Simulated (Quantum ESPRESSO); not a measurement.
Band energies of In2Se3 monolayer

```xyz
5
Lattice="3.9460 0.0000 0.0000 -1.9730 3.4173 0.0000 0.0000 0.0000 21.8000" Properties=species:S:1:pos:R:3 pbc="T T T"
Se     1.9730     1.1391    -3.1870
Se     0.0000     0.0000     0.0000
Se     0.0000     2.2782     3.1870
In     0.0000     2.2782    -1.8468
In     1.9730     1.1391     1.8468
```

PBEsol (Quantum ESPRESSO, PseudoDojo norm-conserving, 86 Ry, no spin-orbit coupling); path ΓMKΓ; energies in eV from the valence-band maximum.

```csv
k (1/Å),point,band 33,band 34,band 35,band 36,band 37,band 38,band 39,band 40
0.00,Γ,-0.49,-0.15,-0.15,-0.05,-0.05,1.53,2.82,3.18
0.23,,-0.86,-0.69,-0.52,-0.33,0.00,2.27,3.02,3.96
0.46,,-1.45,-1.28,-0.74,-0.41,-0.06,1.81,3.08,4.23
0.69,,-1.89,-1.46,-1.10,-0.34,-0.18,0.79,2.97,3.96
0.92,M,-2.06,-1.85,-1.23,-0.31,-0.23,0.43,2.79,3.88
1.10,,-2.35,-1.85,-1.36,-0.74,-0.30,1.00,3.04,4.41
1.27,,-2.86,-2.17,-1.25,-1.19,-0.44,1.82,2.80,4.94
1.45,K,-3.06,-2.62,-1.11,-1.11,-0.68,2.34,2.34,4.91
1.60,,-2.63,-2.38,-1.46,-0.99,-0.48,2.16,2.53,5.02
1.75,,-2.12,-1.94,-1.73,-0.94,-0.25,2.14,2.68,5.20
1.91,,-1.71,-1.54,-1.44,-0.88,-0.16,2.27,2.90,5.10
2.06,,-1.37,-1.17,-0.93,-0.61,-0.23,2.53,2.99,4.75
2.21,,-1.18,-0.73,-0.45,-0.35,-0.29,2.60,2.94,4.31
2.51,Γ,-0.49,-0.15,-0.15,-0.05,-0.05,1.53,2.82,3.18
```

The PBEsol gap is indirect, 0.43 eV, from 25 % of the way from Γ to M to M; the smallest direct gap is 0.66 eV. The valence-band maximum lies 6.17 eV below the vacuum level.

Spin-orbit splittings are left out.

Geometry relaxed with PBEsol.

This is a model layer cut from the bulk structure; whether it is stable on its own was not checked.
